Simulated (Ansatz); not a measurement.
Li3VS4:
```
Li3VS4
1.0
    5.74456     0.00000     0.00000
    0.00000     5.74456     0.00000
    0.00000     0.00000     5.74456
Li V S
3 1 4
Direct
  0.00000   0.00000   0.50000
  0.50000   0.00000   0.00000
  0.00000   0.50000   0.00000
  0.00000   0.00000   0.00000
  0.21393   0.21393   0.21393
  0.21393   0.78607   0.78607
  0.78607   0.78607   0.21393
  0.78607   0.21393   0.78607
```

x, y and z are the axes in which the lattice vectors are written.

Q: Give the high-frequency dielectric tensor and the Born effective charge tensors of the independent atoms from DFPT, plane-wave PAW LDA (Ansatz code).

A: 
ε∞:
```
3.47  0.00  0.00
0.00  3.47  0.00
0.00  0.00  3.47
```
Z* of atom 1 (Li), rows: field, columns: displacement, in e:
```
0.23  0.00  0.00
0.00  0.23  0.00
0.00  0.00  1.67
```
Z* of atom 4 (V), rows: field, columns: displacement, in e:
```
1.65  0.00  0.00
0.00  1.65  0.00
0.00  0.00  1.65
```
Z* of atom 5 (S), rows: field, columns: displacement, in e:
```
-0.95  -0.44  -0.44
-0.44  -0.95  -0.44
-0.44  -0.44  -0.95
```

Space group P-43m. The workflow started from a Materials Project entry (that database holds measured and hypothetical structures alike); the Crystallography Open Database copy checked does not list it. Its standing as an ambient phase is unchecked. The LDA relaxation kept the symmetry of its start; whether a distortion lowers the energy is not shown. The run is not spin-polarised.

Potentials: the later of the program's two PAW sets.
